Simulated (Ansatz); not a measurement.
WO2 in space group P4_2/mnm (No. 136; W on 2a, O on 4g), PBE in the plane-wave PAW code Ansatz, all energies at zero smearing, with the estimated change up to a 700 eV cutoff added, with one set of potentials and settings (totals compare only within such a set). Cell of 6 atoms (2 W, 4 O): -23040.625 eV.

```csv
element,reference phase,E (eV/atom)
W,"Im-3m, 1 atoms in the cell",-10384.8193
O,"C2/m, 4 atoms in the cell, spin-polarised",-565.0000
```

Formation energy per atom, worked out: (-23040.625 − 2×(-10384.8193) − 4×(-565.0000))/6 = -1.831 eV/atom (-177 kJ per mol of atoms), at 0 K, without zero-point energy or fitted corrections.

The first step of the workflow began from a Materials Project structure, measured or hypothetical; the Crystallography Open Database files this formula in space group No. 136, but the cells were not matched. Whether it is the stable phase at ambient conditions was not checked. The cell keeps a stress of up to 0.2 GPa. The cell was relaxed with PBE under the symmetry of its start; whether a distortion lowers the energy is not shown. The workflow began spin-polarised and lost its moments. No Hubbard U is applied. The references are the lowest solids computed at this level, not always the standard phases (solids in place of the gases). Spin–orbit coupling is left out wherever it is not named.

Potentials: the later of the program's two PAW sets.
